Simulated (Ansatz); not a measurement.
A relaxed cell of Mg$_{3}$Sb$_{2}$ (P-3m1 (No. 164)), relaxed on a k-mesh at least as fine as the one used below. All values below come from r2SCAN (plane waves to 500 eV, PAW, scalar-relativistic; Ansatz, a first-principles code). Γ-centred k-mesh 8×4×5 on the run's cell (coarser than for final values), Fermi–Dirac smearing 0.05 eV.

```
CELL_PARAMETERS angstrom
      4.56781     0.00000     0.00000
     -4.56781     7.91168     0.00000
      0.00000     0.00000     7.24556
ATOMIC_POSITIONS crystal
  Sb 0.33333 0.33333 0.22875
  Sb 0.33333 0.83333 0.22875
  Sb 0.66667 0.16667 0.77125
  Sb 0.66667 0.66667 0.77125
  Mg 0.00000 0.00000 0.00000
  Mg 0.00000 0.50000 0.00000
  Mg 0.33333 0.33333 0.63358
  Mg 0.33333 0.83333 0.63358
  Mg 0.66667 0.16667 0.36642
  Mg 0.66667 0.66667 0.36642
```

The atoms are displaced by (Å):

```tsv
atom	ux	uy	uz
Sb1	0.017	0.165	0.018
Sb2	-0.172	-0.007	-0.082
Sb3	0.015	0.037	0.013
Sb4	0.176	0.008	-0.042
Mg5	0.037	0.041	-0.014
Mg6	-0.001	0.035	0.087
Mg7	-0.157	0.030	0.072
Mg8	0.025	0.033	0.027
Mg9	-0.005	0.128	-0.200
Mg10	0.011	-0.156	-0.021
```

What forces (eV/Å) and pressure result?


```csv
atom,Fx,Fy,Fz
Sb1,-0.25,-1.75,-0.58
Sb2,0.74,0.37,0.45
Sb3,-0.58,-0.16,-0.11
Sb4,-0.83,-0.01,0.11
Mg5,-0.20,-0.15,-0.10
Mg6,0.09,0.17,-0.38
Mg7,0.77,0.09,-0.18
Mg8,0.52,0.11,-0.37
Mg9,0.05,-0.62,0.47
Mg10,-0.30,1.95,0.69
```

Pressure +0.9 GPa.

Estimate the energy cost of the displacement in the harmonic approximation and compare with the calculation.

For a harmonic well ΔE = −½ Σ F·u = 0.648 eV a cell, or 65 meV/atom. The calculated energy relative to the undisplaced cell is +61 meV/atom, so the harmonic estimate holds well.

No spin polarisation in the result.

The run that gave the undisplaced cell could not lose the symmetry of its start; a randomly shaken copy of 5 atoms returns to this structure.
